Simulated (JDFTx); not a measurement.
An input for JDFTx (a modified build) (Ti(0001), CANDLE, water, 1 M KF; bohr, hartree) and the course of its log:

```
lattice \
  5.5477258648 2.7738629324 0.0000000000 \
  0.0000000000 4.8044715411 0.0000000000 \
  0.0000000000 0.0000000000 43.4637008664
coords-type Lattice
ion Ti 0.6666666668 0.6666666668 -0.1513323910 0
ion Ti 0.0000000002 0.0000000002 -0.0504441300 0
ion Ti 0.6666666668 0.6666666668 0.0504441300 0
ion Ti 0.0000000002 0.0000000002 0.1513323910 0
ion-species pseudo/ti_pbe_v1.4.upf
elec-cutoff 20 100
elec-ex-corr gga-PBE
coulomb-interaction Slab 001
coulomb-truncation-embed 0 0 0
kpoint-folding 8 8 1
elec-smearing Fermi 0.01
elec-n-bands 34
target-mu -0.163167
electronic-scf nIterations 100 energyDiffThreshold 1e-07
fluid LinearPCM
pcm-variant CANDLE
fluid-solvent H2O
fluid-cation K+ 1
fluid-anion F- 1
fluid-minimize nIterations 400 knormThreshold 1e-11
wavefunction read f0.wfns
elec-initial-eigenvals f0.eigenvals
elec-initial-fillings read f0.fillings
fluid-initial-state f0.fluidState
dump-name f0_u0.$VAR
dump End State Ecomponents EigStats BandEigs Forces ElecDensity IonicPositions Fillings Kpoints Dtot FluidDebug BoundCharge FluidDensity
```

```
[one cycle in 5 is shown, and the last three; fluid-solver lines are left out]
	FillingsUpdate:  mu: -0.163167000  nElectrons: 44.590097
SCF: Cycle:  0   G: -219.794823822452656   dG: +5.598e+00   |Residual|: 2.280e-01   |deigs|: 2.192e-07
	FillingsUpdate:  mu: -0.163167000  nElectrons: 47.675028
SCF: Cycle:  5   G: -225.359474085330021   dG: -9.420e-02   |Residual|: 2.366e-02   |deigs|: 2.992e-03
	FillingsUpdate:  mu: -0.163167000  nElectrons: 47.615885
SCF: Cycle: 10   G: -225.346407942243928   dG: +6.622e-03   |Residual|: 1.977e-02   |deigs|: 1.001e-04
	FillingsUpdate:  mu: -0.163167000  nElectrons: 47.497942
SCF: Cycle: 15   G: -225.322207888928205   dG: +2.662e-02   |Residual|: 2.402e-02   |deigs|: 3.631e-04
	FillingsUpdate:  mu: -0.163167000  nElectrons: 47.836401
SCF: Cycle: 20   G: -225.394863867139492   dG: -1.418e-02   |Residual|: 1.070e-03   |deigs|: 8.926e-04
	FillingsUpdate:  mu: -0.163167000  nElectrons: 47.445771
SCF: Cycle: 25   G: -225.330929269782473   dG: +4.345e-02   |Residual|: 2.622e-02   |deigs|: 8.251e-04
	FillingsUpdate:  mu: -0.163167000  nElectrons: 47.255240
SCF: Cycle: 30   G: -225.292607923552936   dG: +9.434e-02   |Residual|: 3.402e-02   |deigs|: 3.104e-03
	FillingsUpdate:  mu: -0.163167000  nElectrons: 47.177217
SCF: Cycle: 35   G: -225.277260141434596   dG: +1.142e-01   |Residual|: 3.709e-02   |deigs|: 2.162e-03
	FillingsUpdate:  mu: -0.163167000  nElectrons: 47.686712
SCF: Cycle: 40   G: -225.395124748202619   dG: -8.510e-04   |Residual|: 1.856e-03   |deigs|: 3.500e-04
	FillingsUpdate:  mu: -0.163167000  nElectrons: 47.677392
SCF: Cycle: 45   G: -225.395215791857737   dG: +1.120e-04   |Residual|: 1.790e-03   |deigs|: 6.919e-05
	FillingsUpdate:  mu: -0.163167000  nElectrons: 47.626542
SCF: Cycle: 50   G: -225.395192081482605   dG: +1.346e-04   |Residual|: 1.371e-03   |deigs|: 1.026e-04
	FillingsUpdate:  mu: -0.163167000  nElectrons: 47.653799
SCF: Cycle: 55   G: -225.395314867292996   dG: -4.075e-05   |Residual|: 5.510e-04   |deigs|: 2.411e-05
	FillingsUpdate:  mu: -0.163167000  nElectrons: 47.644223
SCF: Cycle: 60   G: -225.395338434988076   dG: +7.266e-08   |Residual|: 8.138e-05   |deigs|: 7.294e-06
	FillingsUpdate:  mu: -0.163167000  nElectrons: 47.644850
SCF: Cycle: 65   G: -225.395337231713341   dG: +1.423e-06   |Residual|: 1.468e-04   |deigs|: 9.766e-06
	FillingsUpdate:  mu: -0.163167000  nElectrons: 47.643358
SCF: Cycle: 70   G: -225.395338728096334   dG: -1.163e-06   |Residual|: 1.819e-05   |deigs|: 8.648e-06
	FillingsUpdate:  mu: -0.163167000  nElectrons: 47.642772
SCF: Cycle: 75   G: -225.395338616499487   dG: +7.803e-08   |Residual|: 3.432e-05   |deigs|: 2.512e-06
	FillingsUpdate:  mu: -0.163167000  nElectrons: 47.642951
SCF: Cycle: 80   G: -225.395338732223195   dG: -2.106e-07   |Residual|: 2.133e-05   |deigs|: 3.834e-06
	FillingsUpdate:  mu: -0.163167000  nElectrons: 47.643049
SCF: Cycle: 85   G: -225.395338739032013   dG: -1.534e-06   |Residual|: 8.994e-06   |deigs|: 9.584e-06
	FillingsUpdate:  mu: -0.163167000  nElectrons: 47.642987
SCF: Cycle: 90   G: -225.395338728289346   dG: -2.509e-07   |Residual|: 3.486e-05   |deigs|: 5.021e-06
	FillingsUpdate:  mu: -0.163167000  nElectrons: 47.642586
SCF: Cycle: 95   G: -225.395338651678316   dG: +9.123e-08   |Residual|: 4.420e-05   |deigs|: 3.022e-06
	FillingsUpdate:  mu: -0.163167000  nElectrons: 47.643249
SCF: Cycle: 97   G: -225.395338722760840   dG: -7.680e-08   |Residual|: 1.707e-05   |deigs|: 4.142e-06
	FillingsUpdate:  mu: -0.163167000  nElectrons: 47.642084
SCF: Cycle: 98   G: -225.395338369225811   dG: +3.535e-07   |Residual|: 8.547e-05   |deigs|: 6.223e-06
	FillingsUpdate:  mu: -0.163167000  nElectrons: 47.642968
SCF: Cycle: 99   G: -225.395338653269874   dG: -2.840e-07   |Residual|: 5.493e-05   |deigs|: 5.716e-06
SCF: None of the convergence criteria satisfied after 100 iterations.
IonicMinimize: Iter:   0  G: -225.395338653269874  |grad|_K:  0.000e+00
IonicMinimize: Converged (|grad|_K<1.000000e-04).
```

This run gave no converged result. The loop ran out of cycles short of its threshold. It has stalled and not diverged: the last ten energies span 3e-06 Ha, so the total is near its end, but levels, forces and the electron count aren't shown converged.
